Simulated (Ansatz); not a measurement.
CuPd (Pm-3m): the size of the finite step

```yaml
crystal:
  lattice:
    - [2.92993, 0.00000, 0.00000]
    - [0.00000, 2.92993, 0.00000]
    - [0.00000, 0.00000, 2.92993]
  atoms:
    - { symbol: Cu, position: [0.00000, 0.00000, 0.00000] }
    - { symbol: Pd, position: [0.50000, 0.50000, 0.50000] }
```

The conventional cell has a = 2.930 Å, b = 2.930 Å, c = 2.930 Å, α = 90.00°, β = 90.00°, γ = 90.00°. Cu (atom 1) is surrounded by 8 Pd at 2.54 Å. Around Pd (atom 2) lie 8 Cu at 2.54 Å.

Computed, not measured; unless marked otherwise by LDA, PAW on Ansatz 0.2.0's default frozen-core files (fitted under PBE), scalar-relativistic. k mesh 16×16×16, strains of ±0.005, Fermi-Dirac smearing of 0.100 eV, cutoff 420 eV. The cell was relaxed by PAW under this functional, which moved its volume by -6 % from the database entry's.

Task: Elastic constants come from stresses at strains of ±0.005 (and twice that, four-point stencil): C11 = 228.4, C12 = 195.2, C44 = 116.5 GPa. What does an amplitude of 0.02 give?

Result: C11 = 228.4, C12 = 195.3, C44 = 116.5 GPa. Nothing moves by 1 %: the four-point stencil cancels the leading anharmonic error.

Keep in mind: frozen-core PAW files fitted under PBE, their cores solved anew for the functional of the run; responses of metals move with mesh and smearing; the softest shear constant rests on one k mesh, and a soft shear can herald a distortion on cooling.
